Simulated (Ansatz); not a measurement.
Field gradients along an isostructural series (R3c)

Method: Kohn–Sham DFT in Ansatz, PBE, plane waves and PAW, scalar-relativistic, 420 eV cutoff. The cells come from the Materials Project (computed, not necessarily observed phases), with the atoms as given. Forces reach 0.3 eV/Å in them. Spin–orbit coupling is left out. All compounds take space group R3c with the same Wyckoff sites and nearly the same cell shape, and differ in the element M (Al, Ga, Y). Sites are named by their Wyckoff letter. V_zz in 10²¹ V/m².

```csv
M,compound,source,cell edges (Å),first shell of Na on a,Na on a: V_zz (η),Zn on a: V_zz (η),Na on b: V_zz (η)
Al,Na4AlZnP3O12,MP,"8.889, 21.528",6 O at 2.48–2.50 Å,-1.26 (0.00),3.81 (0.00),-1.12 (0.32)
Ga,Na4ZnGaP3O12,MP,"8.988, 21.547",6 O at 2.47–2.48 Å,?,?,?
Y,Na4YZnP3O12,MP,"9.299, 22.623",6 O at 2.45–2.77 Å,-0.87 (0.00),2.72 (0.00),-0.70 (0.72)
```

Task: Estimate the values withheld for Na4ZnGaP3O12.

Result: Na on a: -1.20 (0.00); Zn on a: 4.19 (0.00); Na on b: -1.02 (0.31).
